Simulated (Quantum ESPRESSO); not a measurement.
## Kohn-Sham bands of CaHBr (P4/nmm)

```xyz
6
Lattice="3.8373 0.0000 0.0000 0.0000 3.8373 0.0000 0.0000 0.0000 8.2788" Properties=species:S:1:pos:R:3 pbc="T T T"
Ca     0.0000     1.9186     1.2980
Ca     1.9186     0.0000    -1.2980
H      1.9186     1.9186     0.0000
H      0.0000     0.0000     0.0000
Br     0.0000     1.9186    -2.6423
Br     1.9186     0.0000     2.6423
```

Cell from Materials Project (mp-24422), symmetrised, no further relaxation. COD (Crystallography Open Database) has an entry of this formula and space group (matched by these alone). Computed values, not measurements, from PBEsol: Quantum ESPRESSO (norm-conserving PseudoDojo potentials, cutoff 58 Ry, spinors with spin-orbit coupling) on a Γ-centred 4×4×4 mesh, then Wannier90. Density: 8×8×4 mesh, cold smearing 0.01 Ry. The cell is built of weakly bound layers, chains or molecules, whose nearest atoms lie 4.04 Å apart. Database cells relaxed without dispersion often hold them too far apart, which can enlarge gaps and weakens couplings between them; spacing and stacking were not compared with the measured crystal.

Problem. List the Kohn-Sham levels between −8 and 6.9 eV relative to the valence-band maximum at the high-symmetry points, as a band run of pw.x on that density gives them (levels within 2 meV counted together).

Solution. 
```tsv
point	k (reciprocal lattice)	levels (eV)
Γ	0.000 0.000 0.000	-3.82 (×2), -1.60 (×2), -1.35 (×2), -0.96 (×2), -0.91 (×2), -0.90 (×2), -0.64 (×2), -0.08 (×2), 4.00 (×2), 4.76 (×2), 5.35 (×2), 5.37 (×2), 5.53 (×2), 5.57 (×2), 6.20 (×2), 6.55 (×2), 6.56 (×2), 6.65 (×2)
X	0.000 0.500 0.000	-3.13 (×4), -2.04 (×4), -0.92 (×4), -0.31 (×4), 4.42 (×4), 5.44 (×4), 5.78 (×4), 6.78 (×4)
M	0.500 0.500 0.000	-2.74 (×4), -2.22 (×4), -1.46 (×4), -1.00 (×4), 4.04 (×4), 6.56 (×4)
Z	0.000 0.000 0.500	-3.60 (×2), -2.51 (×2), -1.22 (×2), -1.02 (×2), -0.91 (×2), -0.62 (×2), -0.08 (×2), 0.00 (×2), 3.93 (×2), 4.22 (×2), 5.35 (×2), 5.36 (×2), 5.43 (×2), 5.52 (×2), 6.21 (×2), 6.64 (×2), 6.84 (×2), 6.85 (×2)
R	0.000 0.500 0.500	-3.26 (×4), -1.61 (×4), -0.93 (×4), -0.71 (×4), 4.76 (×4), 5.54 (×4), 5.92 (×4), 6.63 (×4)
A	0.500 0.500 0.500	-2.73 (×4), -2.25 (×4), -1.49 (×4), -0.96 (×4), 4.68 (×4), 5.65 (×4)
```
